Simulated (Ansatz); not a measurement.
Computed with DFT r2SCAN, scalar-relativistic, plane waves, PAW (Ansatz).

Structure of Sb:

```
CELL_PARAMETERS angstrom
3.08753 0.00000 0.00000
0.00000 3.08753 0.00000
0.00000 0.00000 3.08753
ATOMIC_POSITIONS crystal
Sb 0.00000 0.00000 0.00000
```

Cutoff 500 eV; k points 14×14×14 on the computed 1-atom cell (Γ-centred); Gaussian smearing, width 0.10 eV; no spin polarisation.

Levels along Γ–X–M–Γ–R–X | R–M, in eV from the Fermi level, sorted by energy at each point. Points in fractions of the primitive reciprocal vectors: Γ (0.000 0.000 0.000), X (0.000 0.500 0.000), M (0.500 0.500 0.000), R (0.500 0.500 0.500).
| point | k (1/Å, with 2π) | band 6 | band 7 | band 8 | band 9 | band 10 | band 11 |
| --- | --- | --- | --- | --- | --- | --- | --- |
| Γ | 0.000 | -13.03 | 3.52 | 3.52 | 3.52 | 7.49 | 7.49 |
| - | 0.145 | -12.95 | 2.52 | 3.60 | 3.60 | 7.56 | 8.19 |
| - | 0.291 | -12.72 | 0.70 | 3.83 | 3.83 | 7.75 | 8.79 |
| - | 0.436 | -12.33 | -1.16 | 4.20 | 4.20 | 8.07 | 9.21 |
| - | 0.581 | -11.81 | -2.89 | 4.66 | 4.66 | 8.51 | 9.69 |
| - | 0.727 | -11.21 | -4.37 | 5.14 | 5.14 | 9.05 | 10.29 |
| - | 0.872 | -10.65 | -5.48 | 5.54 | 5.54 | 9.60 | 10.95 |
| X | 1.018 | -10.39 | -5.92 | 5.70 | 5.70 | 9.88 | 11.37 |
| - | 1.163 | -10.31 | -5.84 | 4.79 | 5.79 | 10.05 | 10.46 |
| - | 1.308 | -10.07 | -5.62 | 3.04 | 6.03 | 8.18 | 11.18 |
| - | 1.454 | -9.68 | -5.28 | 1.17 | 6.41 | 6.44 | 11.70 |
| - | 1.599 | -9.14 | -4.83 | -0.58 | 4.92 | 6.89 | 12.22 |
| - | 1.744 | -8.50 | -4.36 | -2.13 | 3.66 | 7.40 | 12.81 |
| - | 1.890 | -7.86 | -3.96 | -3.31 | 2.80 | 7.81 | 13.51 |
| M | 2.035 | -7.56 | -3.80 | -3.80 | 2.48 | 7.97 | 14.09 |
| - | 2.241 | -8.16 | -3.60 | -3.35 | 3.12 | 7.64 | 12.92 |
| - | 2.446 | -9.36 | -3.02 | -2.47 | 4.88 | 6.82 | 11.53 |
| - | 2.652 | -10.59 | -2.06 | -1.43 | 5.82 | 7.42 | 10.35 |
| - | 2.857 | -11.63 | -0.77 | -0.20 | 4.88 | 9.13 | 10.67 |
| - | 3.063 | -12.40 | 0.80 | 1.23 | 4.14 | 8.50 | 11.27 |
| - | 3.268 | -12.87 | 2.50 | 2.70 | 3.68 | 7.91 | 8.78 |
| Γ | 3.474 | -13.03 | 3.52 | 3.52 | 3.52 | 7.49 | 7.49 |
| - | 3.726 | -12.79 | 2.58 | 2.58 | 2.90 | 8.85 | 8.85 |
| - | 3.978 | -12.09 | 1.10 | 1.10 | 1.79 | 11.53 | 11.53 |
| - | 4.229 | -10.93 | -0.13 | -0.13 | 0.86 | 10.73 | 11.48 |
| - | 4.481 | -9.36 | -0.99 | -0.99 | 0.22 | 8.14 | 8.94 |
| - | 4.733 | -7.48 | -1.50 | -1.50 | -0.28 | 6.11 | 6.97 |
| - | 4.985 | -5.51 | -1.73 | -1.73 | -1.04 | 5.19 | 5.70 |
| R | 5.236 | -4.32 | -1.79 | -1.79 | -1.79 | 5.25 | 5.25 |
| - | 5.442 | -5.15 | -2.08 | -1.58 | -1.07 | 5.02 | 5.40 |
| - | 5.647 | -6.56 | -2.83 | -0.98 | 0.06 | 5.05 | 5.84 |
| - | 5.853 | -7.88 | -3.76 | 0.01 | 1.22 | 5.62 | 6.57 |
| - | 6.059 | -8.96 | -4.64 | 1.34 | 2.46 | 6.67 | 7.60 |
| - | 6.264 | -9.75 | -5.33 | 2.96 | 3.80 | 8.10 | 8.93 |
| - | 6.470 | -10.23 | -5.77 | 4.68 | 5.09 | 9.84 | 10.55 |
| X | 6.675 | -10.39 | -5.92 | 5.70 | 5.70 | 9.88 | 11.37 |
| R | 6.675 | -4.32 | -1.79 | -1.79 | -1.79 | 5.25 | 5.25 |
| - | 6.821 | -4.76 | -1.93 | -1.93 | -1.16 | 4.89 | 5.55 |
| - | 6.966 | -5.53 | -2.30 | -2.30 | 0.19 | 4.25 | 6.38 |
| - | 7.111 | -6.25 | -2.75 | -2.75 | 1.82 | 3.63 | 7.59 |
| - | 7.257 | -6.82 | -3.18 | -3.18 | 3.14 | 3.63 | 9.07 |
| - | 7.402 | -7.23 | -3.51 | -3.51 | 2.77 | 5.50 | 10.77 |
| - | 7.548 | -7.47 | -3.73 | -3.73 | 2.55 | 7.18 | 12.60 |
| M | 7.693 | -7.56 | -3.80 | -3.80 | 2.48 | 7.97 | 14.09 |

Spin-orbit coupling is left out, which matters for the bands of heavy elements.

This simple cubic form isn't the element's structure at ambient conditions.

Cost: 1 run of about 0.27 core-minutes, on Arm Neoverse V1 (shared hosts).